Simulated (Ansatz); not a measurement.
# Notes on a calculation: MoSe, relaxed from a rocksalt start to space group I4/mmm (read at 0.02 Å)

Level of theory: DFT, PBE, scalar-relativistic, collinear spin; plane waves to 420 eV with PAW datasets (Ansatz 0.2.0), Γ-centred 12×12×6 mesh, 0.05 eV Gaussian smearing; PAW files: Ansatz's generated set soft_2.

The cell came from substitution into a structure type; whether the compound takes it is for experiment to say.

The first cell:

```cif
data_structure
_symmetry_space_group_name_H-M 'P 1'
_symmetry_Int_Tables_number 1
_cell_length_a 3.7760
_cell_length_b 3.7760
_cell_length_c 3.7760
_cell_angle_alpha 60.000
_cell_angle_beta 60.000
_cell_angle_gamma 60.000
_cell_volume 38.07
loop_
_atom_site_label
_atom_site_type_symbol
_atom_site_fract_x
_atom_site_fract_y
_atom_site_fract_z
_atom_site_occupancy
Mo1 Mo 0.50000 0.50000 0.50000 1
Se1 Se 0.00000 0.00000 0.00000 1
```

Starting moments (μB, in the order of the atoms): 3.0, 0.0.

The steps in volume:

| run | level | k-mesh | kind | V (Å³/atom) | P (GPa) | E − E(final) (meV/atom) | gap on the mesh (eV) | largest moment (μB) |
| --- | --- | --- | --- | --- | --- | --- | --- | --- |
| 1 | PBE | 12×12×12 | fixed cell | 19.03 | 0.7 | 54.8 | metal | 1.99 |
| 2 | PBE | 12×12×12 | fixed cell | 19.12 | 0.2 | 54.5 | metal | 2.00 |
| 3 | PBE | 12×12×12 | fixed cell | 19.16 | 0.0 | 54.5 | metal | 2.00 |
| 4 | PBE | 12×12×6 | shape and atoms relaxed, volume fixed, new magnetic order | 19.16 | 0.2 | 0.0 | metal | 2.02 |
| 5 | PBE | 12×12×6 | shape and atoms relaxed, volume fixed, new magnetic order | 19.24 | -0.1 | 0.0 | metal | 2.04 |
| 6 | PBE | 12×12×6 | shape and atoms relaxed, volume fixed, new magnetic order | 19.20 | 0.0 | 0.0 | metal | 2.03 |

The cell is relaxed to zero pressure at this level.

The final structure (symmetry read at 0.01 Å). It takes space group I4/mmm (No. 139, tetragonal). Conventional cell: a = 3.794 Å, b = 3.794 Å, c = 5.337 Å, α = 90.00°, β = 90.00°, γ = 90.00°. Mo (site symmetry 4/mmm) is surrounded by 6 Se at 2.67 to 2.68 Å. Se (site symmetry 4/mmm) is surrounded by 6 Mo at 2.67 to 2.68 Å. (Shells end 15 % past the nearest neighbour.)

```tsv
atom	site	symmetry	x	y	z
Mo	2b	4/mmm	0.0000	0.0000	0.5000
Se	2a	4/mmm	0.0000	0.0000	0.0000
```

- Among 5 magnetic starts the lowest energy, to 0.5 meV/atom, came from: antiferromagnetic, doubled cell, propagation vector (0, 1/2, 1/2). The next state (ferromagnetic) lies 54.2 meV/atom higher.
- At the final geometry the gap, band path included, is zero (metallic) and the site spin moments are Mo 2.03, -2.03 μB.
- The equation of state gives B0 = 81 GPa and B0′ = 3.7.
- Against the elements' standard states, run alike and uncorrected, the formation energy is 0.50 eV/atom, so this structure is unstable against them at this level.
- The runs in the table took roughly 4 core-minutes.

The moments change along the equation of state, so B0 holds a magnetic softening and is less sure. The run wasn't fully tested for a lower electronic state. Site moments are of spin, integrated over atomic spheres.
